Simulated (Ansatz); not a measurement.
InSb (NiAs type, space group No. 194) at seven volumes, the program Ansatz at the r²SCAN level (PAW), shape and atoms relaxed at each. One row is withheld.

```csv
V (Å³/atom),P (GPa)
25.960,6.22
26.816,3.77
27.672,1.73
28.527,0.00
29.383,-1.46
30.239,-2.68
31.095,?
```

Q: Fit the shown pressures and predict the withheld one.

A: P = (3/2)B₀(x^(7/2) − x^(5/2))[1 + (3/4)(B′ − 4)(x − 1)] with x = (V₀/V)^(2/3). Least squares on the six rows gives V₀ = 28.526 Å³/atom, B₀ = 52.8 GPa, B′ = 4.72. At V = 31.095, x = 0.9441 and P = -3.72 GPa. The run itself gave -3.70 GPa.

Space group P6_3/mmc (NiAs type). The start of the workflow was typed in or built on a structure type; neither database checked (COD, Materials Project) lists it. It is not the phase usual at ambient conditions (space group No. 216). Symmetry was held in the r²SCAN relaxation; whether a distortion lowers the energy is not shown. Scalar-relativistic: spin–orbit coupling is off unless named, which matters more the heavier the elements.

Potentials: the earlier of the program's two PAW sets.
